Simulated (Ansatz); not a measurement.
MnN (zinc blende, space group No. 216) under volume change, DFT-LDA in the program Ansatz with PAW potentials, scaled uniformly.

```csv
V (Å³/atom),E − E(relaxed) (meV/atom),P (GPa)
8.234,85.0,36.34
8.505,35.7,22.27
8.777,8.4,10.25
9.048,0.0,-0.03
9.320,7.7,-8.81
9.591,29.1,-16.32
9.862,62.3,-22.73
```

What does a third-order Birch–Murnaghan fit give for V₀, B₀ and B′?

V₀ = 9.05 Å³/atom, B₀ = 316 GPa, B′ = 4.2.

Space group F-43m (zinc blende). The workflow started from a Materials Project entry (that database holds measured and hypothetical structures alike); the Crystallography Open Database copy checked does not list it. Whether it is the stable phase at ambient conditions was not checked. The LDA relaxation kept the symmetry of its start; its stability against distortions is not shown here. No spin polarisation was allowed.

Potentials: the later of the program's two PAW sets.
